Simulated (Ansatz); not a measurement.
GaAs:
```xyz
4
Lattice="3.8141 0.0000 0.0000 0.0000 3.8141 0.0000 0.0000 0.0000 6.8001" Properties=species:S:1:pos:R:3 pbc="T T T"
Ga     0.0000     1.9071     0.0000
Ga     1.9071     0.0000     3.4000
As     0.0000     0.0000     1.7000
As     0.0000     0.0000     5.1000
```

Relaxed with PBE. Special points in fractions of this cell's reciprocal vectors: Γ (0.000, 0.000, 0.000); X (0.000, 0.500, 0.000); M (0.500, 0.500, 0.000); Z (0.000, 0.000, 0.500); R (0.000, 0.500, 0.500); A (0.500, 0.500, 0.500).

Task: List the band energies nearest the Fermi level at these points for plane-wave PAW PBE (Ansatz code).

Result: In eV from the Fermi level; about four levels below and three above (degenerate sets whole), none deeper than 8.9 eV; points with the same levels are listed once.

```csv
k,below,above
Γ,-1.88 -1.88 -1.48 -0.79,0.38 0.38 1.82
X,-6.20 -3.70 -1.82 -1.24,0.34 0.77 0.86
M,-4.76 -3.12 -3.12 -0.91,0.60 0.60 1.22
Z,-1.45 -1.45 -0.63 -0.63,1.08 1.08 3.64 3.64
R,-4.58 -4.10 -3.26 -1.04,0.32 0.72 1.35
A,-2.26 -2.26 -0.16 -0.16,2.23 2.23 4.18 4.18
```

Space group P4_2/mmc. The cell is a constructed one: a structure type filled with these elements; neither database checked (COD, Materials Project) lists it. It is not the phase usual at ambient conditions (space group No. 216). The cell was relaxed with PBE under the symmetry of its start; whether a distortion lowers the energy is not shown. Scalar-relativistic: spin–orbit coupling is off unless named, which matters more the heavier the elements.

Potentials: the later of the program's two PAW sets.
